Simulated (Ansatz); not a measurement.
Input:

SiO2 (alpha-cristobalite type, space group P4_12_12)

```
CELL_PARAMETERS angstrom
      5.08278     0.00000     0.00000
      0.00000     5.08278     0.00000
      0.00000     0.00000     7.09805
ATOMIC_POSITIONS crystal
  Si 0.29405 0.29405 0.00000
  Si 0.79405 0.20595 0.75000
  Si 0.20595 0.79405 0.25000
  Si 0.70595 0.70595 0.50000
  O  0.24110 0.09387 0.17444
  O  0.74110 0.40613 0.57556
  O  0.25890 0.59387 0.07556
  O  0.75890 0.90613 0.67444
  O  0.90613 0.75890 0.32556
  O  0.40613 0.74110 0.42444
  O  0.59387 0.25890 0.92444
  O  0.09387 0.24110 0.82556
```

The atoms are displaced by Q × the pattern below (from a DFPT mode at Γ, largest move 1; Q in Å), at fixed cell.

| atom | x | y | z |
|---|---|---|---|
| Si1 | 0.006 | 0.006 | 0.000 |
| Si2 | -0.006 | 0.006 | 0.000 |
| Si3 | 0.006 | -0.006 | 0.000 |
| Si4 | -0.006 | -0.006 | 0.000 |
| O5 | -0.164 | -0.812 | 0.560 |
| O6 | 0.164 | -0.812 | 0.560 |
| O7 | -0.164 | 0.812 | 0.560 |
| O8 | 0.164 | 0.812 | 0.560 |
| O9 | 0.812 | 0.164 | -0.560 |
| O10 | -0.812 | 0.164 | -0.560 |
| O11 | 0.812 | -0.164 | -0.560 |
| O12 | -0.812 | -0.164 | -0.560 |

All values below come from PBE (plane waves to 420 eV, PAW, scalar-relativistic; Ansatz, a quantum-chemistry and plane-wave program). k mesh 5×5×4 (Γ-centred), Fermi-Dirac smearing 0.05 eV. Energies are smeared free energies. SiO2 was relaxed with its symmetry unable to fall. The PAW data are Ansatz's earlier set. The zero of ΔE is the undisplaced structure.

The scan covers Q from -0.180 to 0.180 Å in 13 points.

**Question.** Is this a single well or a double well?

**Answer.** A single well with its minimum at or next to zero displacement.

**Question.** Is the energy the same for equal positive and negative displacements?

**Answer.** Even: the same for both signs.

**Question.** Which space group does the distorted structure have?

**Answer.** C222_1 (No. 20), lowered from P4_12_12.

**Question.** What is the energy change at Q = 0.180 Å?

**Answer.** 9824 meV/cell.

**Question.** What harmonic wavenumber does the curvature at Q = 0 give?

**Answer.** 1106 cm⁻¹.

(For displaced atoms, the force is minus the slope of the energy, and its curvature is a force constant, which sets phonon frequencies.)
